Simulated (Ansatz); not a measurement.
A geometry of Pd away from equilibrium: step 13 of the relaxation of a generated trial cell of Pd in the AFLOW prototype A_hR2_166_c (A7, as in As). Computed with r2SCAN (plane waves to 500 eV, PAW, scalar-relativistic; Ansatz, an electronic-structure program). Γ-centred k-mesh 12×12×12 on the run's cell (coarser than for final values), Fermi–Dirac smearing 0.05 eV.

```
Pd
1.0
    1.41546     0.81722     4.25083
   -1.41546     0.81722     4.25083
    0.00000    -1.63444     4.25083
Pd
2
Direct
  0.25000   0.25000   0.25000
  0.75000   0.75000   0.75000
```

Task: Which atoms carry the largest force, and which way does it point?

Result: No atom: all forces are below 0.005 eV/Å; only the cell is out of equilibrium.

Task: What is the pressure?

Result: +3.9 GPa, compression positive.

Task: How much energy per atom can still be gained by relaxing?

Result: 0.03 eV/atom; the path ends in Fm-3m (No. 225) (fcc (Cu type)).

No spin polarisation in the result.

The run could not lose the symmetry of its start.
